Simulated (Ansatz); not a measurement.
## LaTeN in Ansatz, settings compared

input.yaml:

```yaml
crystal:
  lattice:
    - [7.594198, 0.0, 0.0]
    - [-3.797099, 6.57677, 0.0]
    - [0.0, 0.0, 4.240839]
  atoms:
    - { symbol: "N", position: [0.0, 0.0, 0.5] }
    - { symbol: Te, position: [0.245, 0.0, 0.0] }
    - { symbol: Te, position: [0.755, 0.755, 0.0] }
    - { symbol: Te, position: [0.0, 0.245, 0.0] }
    - { symbol: "N", position: [0.3333, 0.6667, 0.0] }
    - { symbol: "N", position: [0.6667, 0.3333, 0.0] }
    - { symbol: La, position: [0.585, 0.0, 0.5] }
    - { symbol: La, position: [0.415, 0.415, 0.5] }
    - { symbol: La, position: [0.0, 0.585, 0.5] }
  symmetry: { tolerance: 0.0003 }
kpoints:
  mp_grid: { grid: [3, 3, 4], shift: [0, 0, 0] }
magnetization:
  spin_polarized: false
scf:
  occupations: { method: fermi_dirac, width: 0.0322 }
hamiltonian:
  pseudopotentials: { kind: paw }
  xc: pbe
basis:
  ecutwfc: 420
output:
  forces: true
  stress: true
  eigenvalues: true
```

Run with:

```bash
ansatz run input.yaml --threads 1 --pin off --max-ram 2560MiB --backend cpu --events-out ev --progress --plain --runs-dir out
```

Origin of the cell: a known structure type with other elements, at an estimated volume, so it need not be a known compound.

Output of this run (shortened):

```
Warning: the atoms were moved onto the symmetric positions of the space group found under crystal.symmetry.tolerance 3.0e-4 (fractional; no operation is sought that the atoms, as they stand i […]
Pseudopotentials: kind: paw
Pseudopotential: N, paw, valence charge 5, recommended cutoff 420 eV (normal), N.paw.azcp
Pseudopotential: Te, paw, valence charge 16, recommended cutoff 420 eV (normal), Te.paw.azcp
Pseudopotential: La, paw, valence charge 11, recommended cutoff 420 eV (normal), La.paw.azcp
Functional definition: PBE
  exchange = pbe_x(kappa = kappa, mu = beta*pi^2/3)
  correlation = pbe_c(beta = beta)
Crystal: 9 atoms, lattice volume = 211.810 Å³
Basis set: ecut = 420 eV, 4119 PW (Γ), exchange–correlation on 108×108×60 points (8 copies of the dense FFT grid, shifted against one another)
Bands: 58, of which v1, the nominal top of the filled ones, is band 48 counted from 1 (47 counted from 0)
Symmetry: 12 space group operations
[… 8 lines left out …]
Initial density: superposition of atomic densities (neutral atoms: chi_scale 0, normalization atom), corrected by the library's trained network
Functional: x = pbe(κ = 0.804, μ = 0.219515), c = pbe(β = 0.066725)
SCF iter   1: F=—  HF=-40841.526015 eV  Δρ=8.23e-3  dr2=2.39e-1
SCF iter   2: F=—  HF=-40841.505594 eV  Δρ=4.20e-3  dr2=6.12e-2  defer=10
SCF iter   3: F=—  HF=-40841.500687 eV  Δρ=9.29e-4  dr2=2.03e-3  defer=11
SCF iter   4: F=—  HF=-40841.500560 eV  Δρ=3.71e-4  dr2=5.05e-4  defer=10
SCF iter   5: F=—  HF=-40841.500532 eV  Δρ=1.61e-4  dr2=8.13e-5  defer=10
SCF iter   6: F=—  HF=-40841.500492 eV  Δρ=3.80e-5  dr2=4.84e-6  defer=10
SCF iter   7: F=—  HF=-40841.500492 eV  Δρ=1.02e-5  dr2=3.13e-7  defer=10
SCF iter   8: F=-40841.500492 eV  HF=-40841.500492 eV  Δρ=2.39e-6  dr2=1.47e-8
SCF 1 converged in 8 iterations: F = -40841.500492 eV  dr2 = 1.47e-8
SCF converged after 8 iterations
Free energy (F): -40841.500492 eV
Harris-Foulkes:  -40841.500492 eV  (|F-HF|=1.71e-9)
Internal energy: -40841.474813 eV  (E = F + TS)
E sigma→0 (E₀):  -40841.487653 eV
Entropy (-TS):   -0.025679 eV (-2.853 meV/atom)
Fermi energy:    11.228495 eV
--- Per-component energies (eV) ---
  E_band       = -748.180849
  E_kinetic    = 1472.525824
  E_local      = -5034.029881  (includes V_loc(G=0)·N_el)
  E_nonlocal   = -501.652263
  E_hartree    = 2836.508793
  E_xc         = -962.109457
  E_vxc        = -972.181020  (∫ρ·V_xc dr)
  E_paw        = -30616.126870  (= ΣΔE_a)
  E_vpaw       = -1385.858511  (= ΣTr[D̂ρ^β])
  E_aug_tail   = -0.000362  (compensation charges beyond the density's cutoff)
  E_ewald      = -8036.590596
  E_smearing   = -0.025679  (= −TS)
  Σ components = -40841.500492   (vs F -40841.500492, Δ=0.00e0)
--- Forces (eV/Å), atoms counted from 1 ---
  atom   1  N      0.000000     0.000000     0.000000
  atom   2  Te     0.602445     0.000000     0.000000
  atom   3  Te    -0.301223    -0.521733     0.000000
  atom   4  Te    -0.301223     0.521733     0.000000
  atom   5  N      0.000000    -0.000000     0.000000
  atom   6  N      0.000000     0.000000     0.000000
  atom   7  La     1.408002     0.000000     0.000000
  atom   8  La    -0.704001    -1.219366     0.000000
  atom   9  La    -0.704001     1.219366     0.000000
  max |Σ_I F_I| component: 4.44e-16 eV/Å
--- Stress (GPa, compression-positive) ---
       -4.943683      -0.000000       0.000000
        0.000000      -4.943683       0.000000
        0.000000       0.000000     -11.727954
  P = ⅓ Tr σ = -7.2051 GPa (-72.051 kbar)
```

The same input was run again with these changes:

1. `scf.occupations.method` fermi_dirac → methfessel_paxton; `scf.occupations.width` 0.0322 → 0.01; `hamiltonian.dispersion` default → d3bj
2. `scf.eigensolver.kind` default → davidson; `magnetization` { spin_polarized: false } → { spin_polarized: true } (starts: ferro); `crystal.symmetry` { tolerance: 0.0003 } → { detect: false }; typed moments: N1 3, Te2 3, Te3 2, Te4 3, N5 1, N6 2, La7 2, La8 1, La9 2
3. `crystal.symmetry` { tolerance: 0.0003 } → { detect: false }; `basis.ecutwfc` 420 → "450 eV"
4. `hamiltonian.hubbard` default → { sites: [{ species: La, l: f, u_eff: 3.0 }], double_counting: amf }

```json
{"run": "base", "end": "converged", "SCF iterations": "8", "P (GPa)": "-7.21", "max force component (eV/Å)": "1.408", "moment (μB)": "–", "ΔE(σ→0) (meV/atom)": "0"}
{"run": "1", "end": "converged", "SCF iterations": "8", "P (GPa)": "-9.33", "max force component (eV/Å)": "1.360", "moment (μB)": "–", "ΔE(σ→0) (meV/atom)": "–"}
{"run": "2", "end": "converged", "SCF iterations": "14", "P (GPa)": "-6.55", "max force component (eV/Å)": "1.121", "moment (μB)": "1.58", "ΔE(σ→0) (meV/atom)": "-6.55"}
{"run": "3", "end": "converged", "SCF iterations": "8", "P (GPa)": "-7.20", "max force component (eV/Å)": "1.408", "moment (μB)": "–", "ΔE(σ→0) (meV/atom)": "-1.37"}
{"run": "4", "end": "converged", "SCF iterations": "14", "P (GPa)": "-7.21", "max force component (eV/Å)": "1.410", "moment (μB)": "–", "ΔE(σ→0) (meV/atom)": "–"}
```

Energies are compared only where functional, datasets, charge and starting cell are the same.

Caveats of the base run: no spin, though holes on the anions or broken bonds may carry moments; no spin-orbit coupling, though heavy elements are present; the k mesh is coarse if the cell is a metal.

Run 2: a starting moment was lost; one start, so the magnetic state may not be the lowest; typed moments were cut to what the open shells hold.

Time of the base run: 12 s on 1 thread of Arm Neoverse V2, with other jobs on the host, peak memory 0.44 GiB, from the program's own first density.
